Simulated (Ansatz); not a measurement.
**BaFeO2F (P4/mmm): electronic heat capacity from the density of states**

The calculation used Ansatz 0.2.0, DFT PBEsol, scalar-relativistic, plane waves, PAW.

Settings: cutoff 420 eV, Γ-centred mesh 10×10×8 on the computed 5-atom cell, Gaussian smearing of 0.10 eV; collinear spin from starting moments 0 3.13 0.19 0.19 0 μB.

Relaxed cell: P4/mmm, a = 3.834 Å, b = 3.834 Å, c = 4.288 Å, α = 90.00°, β = 90.00°, γ = 90.00°, 5 atoms in the primitive cell. Whether it is the stable form of this composition wasn't checked.

The density of states at the Fermi level is 1.893 states/eV in the cell of 5 atoms (1 formula unit; both spins, tetrahedra on a 15×15×12 mesh). The run ends with a moment of 3.64 μB a cell (largest on a site 2.85 μB), and the figure is for this state; a paramagnetic sample can have a quite different one. Another magnetic order, if the compound takes it, can change N(E_F) and the shape of the cell a good deal, and may open a gap, where γ is close to zero.

Problem. What Sommerfeld coefficient does this give?

Solution. Per formula unit N(E_F) = 1.893 states/eV. γ = (π²/3) k_B² N(E_F) N_A = 2.357 mJ/(mol K²) per state/eV, so γ = 4.5 mJ/(mol K²), a mole of formula units. This is the bare band result: a measured γ of the same phase and magnetic order is as a rule larger by a factor 1 + λ from phonons and spin fluctuations. N(E_F) at one energy is sensitive to the mesh where the density of states has sharp peaks.

Spin-orbit coupling is left out, which matters for the bands of heavy elements. The cell holds one magnetic atom, so it can only be ferromagnetic; an antiferromagnetic order may lie lower.

Only this magnetic start was tried.

Cost: 1 run of about 2 core-minutes, on Arm Neoverse V2 (shared hosts).